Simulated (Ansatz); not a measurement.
Zr:
Space group P6₃/mmc (No. 194); a = b = 3.184 Å, c = 5.119 Å, α = β = 90.00°, γ = 120.00°

```json
[
 {"atom": "Zr", "site": "2c", "symmetry": "-6m2", "x": "0.3333", "y": "0.6667", "z": "0.2500"}
]
```

Relaxed with PBEsol.

**Question.** Decompose the optical modes at the zone centre into irreducible representations, and say which are infrared and Raman allowed.

**Answer.** Point group 6/mmm: Γ_opt = B1g + E2g. Infrared: none. Raman: E2g.

**Question.** Assign frequencies (DFPT, PBEsol in the plane-wave PAW code Ansatz).

**Answer.** E2g 63, B1g 165 cm⁻¹.

Subscripts of B labels follow the axes of the standard setting.

Space group P6_3/mmc (hcp (Mg type)). The PBEsol relaxation kept the symmetry of its start. The run is not spin-polarised. As this level gives no gap, phonon frequencies hold no LO–TO term and depend on the k-mesh and smearing (Fermi–Dirac, 0.1 eV here). Axis ratios of metals converge slowly with the k-mesh, so a and c are less sure than the volume.

Potentials: the earlier of the program's two PAW sets. The files were generated under PBE; for other functionals the program regenerates the frozen cores, and for LDA and PBEsol the local potential too.
